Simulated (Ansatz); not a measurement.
## K₄Li₂Be, a known structure type with other elements, at an estimated volume

```
CELL_PARAMETERS angstrom
2.76421 4.78775 0.00000
-2.76421 4.78775 0.00000
0.00000 -3.19183 8.36946
ATOMIC_POSITIONS crystal
Be 0.00000 0.00000 0.00000
K 0.37615 0.37615 0.12845
K 0.62385 0.62385 0.87155
Li 0.07985 0.07985 0.23955
Li 0.92015 0.92015 0.76045
K 0.20833 0.20833 0.62499
K 0.79167 0.79167 0.37501
```

Method: r2SCAN, no spin polarisation; PAW, plane waves to 500 eV, 7×7×7 Γ-centred mesh, fermi-dirac occupations (width 0.1 eV) (Ansatz 0.2.0), atoms fixed.

Charges: Bader charges in e: K +0.42 to +0.58, Li +0.16, Be -2.30. In the mean K gives up most and Be takes most.
Formation energy: 0.69 eV an atom against the elements' usual phases (free molecules for gases, crystals otherwise, with no correction for O₂ or N₂), so at this geometry it isn't bound against them. Relaxing would lower it.
Forces: The largest is on Li4 (and as large on other atoms): 1.50 eV/Å, components (0.00, 0.00, 1.50). It makes 180° with the line to a nearest neighbour, Be1 at 2.00 Å, pointing away from it.
Stress: The pressure is 6.0 GPa (compression positive), so with the atoms held at these fractions the cell would first expand; the forces are large, so a full relaxation may end otherwise. The principal stresses 4.8, 4.8, 8.6 GPa differ, so its shape would change too.
At the Fermi level: It is a metal, with about 6.5 states/eV a cell as the mean within 0.25 eV of the Fermi level.

Origin: a known structure type with other elements, at an estimated volume, so it need not be a known compound. Caveats: atoms or cell far from equilibrium.
